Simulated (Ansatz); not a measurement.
An Ansatz run on Ga₄Sb₃N as one 8-atom ordering (R3m) on the zincblende lattice left the output below. The geometry is the r2SCAN minimum.

The cell given to it:
```cif
data_structure
_symmetry_space_group_name_H-M 'P 1'
_symmetry_Int_Tables_number 1
_cell_length_a 13.6069
_cell_length_b 13.6069
_cell_length_c 13.6069
_cell_angle_alpha 17.365
_cell_angle_beta 17.365
_cell_angle_gamma 17.365
_cell_volume 195.83
loop_
_atom_site_label
_atom_site_type_symbol
_atom_site_fract_x
_atom_site_fract_y
_atom_site_fract_z
_atom_site_occupancy
N1 N 0.99843 0.99843 0.99843 1
Sb1 Sb 0.74262 0.74262 0.74262 1
Sb2 Sb 0.49960 0.49960 0.49960 1
Sb3 Sb 0.25669 0.25669 0.25669 1
Ga1 Ga 0.67615 0.67615 0.67615 1
Ga2 Ga 0.43396 0.43396 0.43396 1
Ga3 Ga 0.19169 0.19169 0.19169 1
Ga4 Ga 0.95087 0.95087 0.95087 1
```

Output, abridged:
```
scf.n_extra_bands = 6 over 51 filled bands (N_el = 102.0): the run solves 57 bands
Functional definition: PBE
Crystal: 8 atoms, lattice volume = 195.834 Å³
Basis set: ecut = 420 eV, 3795 PW (Γ), FFT grids on a1−a3, a2−a3, a3
Bands: 57, of which v1, the nominal top of the filled ones, is band 51 counted from 1 (50 counted from 0)
Symmetry: 6 space group operations
Space group: R3m (ITA 160)
k-points: 65 of 512 (time reversal used)
preconditioner: auto → LDOS  [metal: Δε(μ)=0.016 eV  σ=0.020 eV  ℏωp=22.5 eV  β→1.0]
Free energy (F): -34968.576374 eV
Internal energy: -34968.574694 eV  (E = F + TS)
E sigma→0 (E₀):  -34968.575534 eV
Entropy (-TS):   -0.001681 eV (-0.210 meV/atom)
Fermi energy:    7.969993 eV
--- Per-component energies (eV) ---
  E_band       = -815.597713
  E_kinetic    = 1209.510192
  E_local      = -13813.520032
  E_nonlocal   = 2833.815788
  E_hartree    = 6350.211761
  E_xc         = -749.819125
  E_vxc        = -594.453028
  E_paw        = -21810.390714
  E_vpaw       = -3151.374333
  E_ewald      = -8988.382119
  E_smearing   = -0.001681
--- Forces (eV/Å), atoms counted from 1 ---
  atom   1  N       0.00000      0.00000      0.23277
  atom   2  Sb      0.00000      0.00000    -0.04592
  atom   3  Sb      0.00000      0.00000    -0.08792
  atom   4  Sb      0.00000      0.00000    -0.11258
  atom   5  Ga      0.00000      0.00000    -0.11380
  atom   6  Ga      0.00000      0.00000      0.07458
  atom   7  Ga      0.00000      0.00000      0.08559
  atom   8  Ga      0.00000      0.00000    -0.03276
--- Stress (GPa, compression-positive) ---
        2.051044       0.000000       0.000000
        0.000000       2.051044       0.000000
        0.000000       0.000000       2.734558
  P = ⅓ Tr σ = 2.2789 GPa (22.789 kbar)
--- Band table (eV; the first three rows and the last of 65) ---
  k-point 0: bands = […, 7.2539, 7.4576, 7.4576, 7.8694, 7.8694, 8.4157, 8.4157, 9.6147, 9.7030, 10.1151, …]
  k-point 1: bands = […, 6.3180, 6.8505, 7.0776, 7.1087, 7.5319, 7.6377, 8.1000, 10.1134, 10.5017, 10.8028, …]
  k-point 2: bands = […, 5.3137, 5.9951, 6.4440, 6.7657, 7.1149, 7.5479, 8.0285, 9.5710, 9.9680, 10.4340, …]
  k-point 64: bands = […, 7.4253, 7.4253, 7.5567, 7.9689, 7.9689, 8.3341, 8.3341, 9.5681, 9.6869, 10.2101, …]
```

Q: Reconstruct the input, leaving the band path aside.

A:
```yaml
crystal:
  # lattice and atoms as above
kpoints:
  mp_grid: { grid: [8, 8, 8] }
hamiltonian:
  xc: pbe
scf:
  occupations: { method: fermi_dirac, width: 0.02 }
  n_extra_bands: 6
output:
  forces: true
  stress: true
  eigenvalues: true
```
A single point prints forces and stress when the output block asks for them. Keys that aren't typed take their defaults; thresholds and the kind of smearing can't be read off these lines.

PBE gives no gap: the lowest nominally empty band dips 0.64 eV below the top of the last filled one (its bottom at Γ–S₀ (0.30 of the way from Γ), the top at Γ), so the cell is a metal or semimetal at this level.

Command: `ansatz run input.yaml --threads 4 --pin off --max-ram 6451MiB --backend cpu --events-out ev --progress --plain --runs-dir out`.

Q: What wall time did it need on 4 threads of Intel(R) Xeon(R) Processor @ 2.50GHz (Skylake/Cascade Lake), with other jobs on the host, load about 0.9 per core, and how much host memory at the peak?

A: About 47 s, with a peak of 0.92 GiB.

Spin-unpolarised throughout. Whether this structure exists isn't addressed.

No spin-orbit coupling is included; it can move band edges with weight on the heavy atoms by tenths of an eV.

Where bands overlap, v1 and c1 are numbered by the electron count and aren't everywhere filled or empty.
